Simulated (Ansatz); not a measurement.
Relaxed-ion elastic tensor of Zr3HRh in space group Pm-3m (No. 221; Rh on 1a, Zr on 3c, H on 1b) in GPa (Voigt order), plane-wave PAW PBEsol (Ansatz code); density 7.85 g/cm³, 15.98 Å³ per atom.

|  | 1 | 2 | 3 | 4 | 5 | 6 |
|---|---|---|---|---|---|---|
| 1 | 129 | 140 | 140 | 0.0 | 0.0 | 0.0 |
| 2 | 140 | 129 | 140 | 0.0 | 0.0 | 0.0 |
| 3 | 140 | 140 | 129 | 0.0 | 0.0 | 0.0 |
| 4 | 0.0 | 0.0 | 0.0 | -9.7 | 0.0 | 0.0 |
| 5 | 0.0 | 0.0 | 0.0 | 0.0 | -9.7 | 0.0 |
| 6 | 0.0 | 0.0 | 0.0 | 0.0 | 0.0 | -9.7 |

Problem. Is the crystal mechanically stable?

Solution. No: the smallest eigenvalue of C is -10.6 GPa.

The start of the workflow was typed in or built on a structure type; neither database checked (COD, Materials Project) lists it. Its standing as an ambient phase is unchecked. The PBEsol relaxation kept the symmetry of its start. At this level the phase is mechanically unstable. The run is not spin-polarised. As this level gives no gap, shear constants depend on the k-mesh and smearing (Fermi–Dirac, 0.1 eV here).

Potentials: the earlier of the program's two PAW sets. The files were generated under PBE; for other functionals the program regenerates the frozen cores, and for LDA and PBEsol the local potential too.
